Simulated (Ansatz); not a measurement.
InP:
```
InP
1.0
    3.44810     0.00000     0.00000
    0.00000     3.44810     0.00000
    0.00000     0.00000     3.44810
In P
1 1
Direct
  0.00000   0.00000   0.00000
  0.50000   0.50000   0.50000
```

Relaxed with PBE. Special points in fractions of this cell's reciprocal vectors: Γ (0.000, 0.000, 0.000); X (0.000, 0.500, 0.000); M (0.500, 0.500, 0.000); R (0.500, 0.500, 0.500).

**Question.** List the band energies nearest the Fermi level at these points for PBE with spin–orbit coupling (plane waves, PAW; program Ansatz).

**Answer.** In eV from the Fermi level; about four levels below and three above (degenerate sets whole), none deeper than 8.9 eV; … stands for higher levels left out; points with the same levels are listed once.

```json
[
 {"k": "Γ", "below": "-0.83 -0.83 -0.83 -0.83", "above": "4.71 4.71 4.71 4.71"},
 {"k": "X", "below": "-7.48 -7.48", "above": "0.71 0.71 0.76 0.76"},
 {"k": "M", "below": "-4.79 -4.79 -3.74 -3.74", "above": "1.13 1.13 6.49 6.49"},
 {"k": "R", "below": "-0.08 -0.08 -0.08 -0.08", "above": "…"}
]
```

Space group Pm-3m (CsCl type). A made-up cell: these elements were put on the sites of a structure type; neither database checked (COD, Materials Project) lists it. It is not the phase usual at ambient conditions (space group No. 216). The PBE relaxation kept the symmetry of its start; whether a distortion lowers the energy is not shown.

Potentials: the earlier of the program's two PAW sets.
